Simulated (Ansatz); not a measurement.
AlCo:
```xyz
2
Lattice="2.8519 0.0000 0.0000 0.0000 2.8519 0.0000 0.0000 0.0000 2.8519" Properties=species:S:1:pos:R:3 pbc="T T T"
Al     0.0000     0.0000     0.0000
Co     1.4259     1.4259     1.4259
```

Relaxed with PBE. Special points in fractions of this cell's reciprocal vectors: Γ (0.000, 0.000, 0.000); X (0.000, 0.500, 0.000); M (0.500, 0.500, 0.000); R (0.500, 0.500, 0.500).

List the band energies nearest the Fermi level at these points for PBE (plane waves, PAW; program Ansatz).

In eV from the Fermi level; about four levels below and three above (degenerate sets whole), none deeper than 8.9 eV; points with the same levels are listed once.

| k | below | above |
|---|---|---|
| Γ | -2.98 -2.98 -0.85 -0.85 -0.85 | 5.91 5.91 5.91 |
| X | -2.39 -1.73 -1.73 -0.74 | 0.17 8.31 10.49 10.49 |
| M | -2.72 -2.72 -1.52 -1.52 -0.25 | 2.38 3.44 12.69 |
| R | -3.96 -3.96 -3.96 -0.21 -0.21 | 2.32 2.32 2.32 |

Space group Pm-3m (CsCl type). Symmetry was held in the PBE relaxation. The workflow began spin-polarised and lost its moments.

Potentials: the later of the program's two PAW sets.
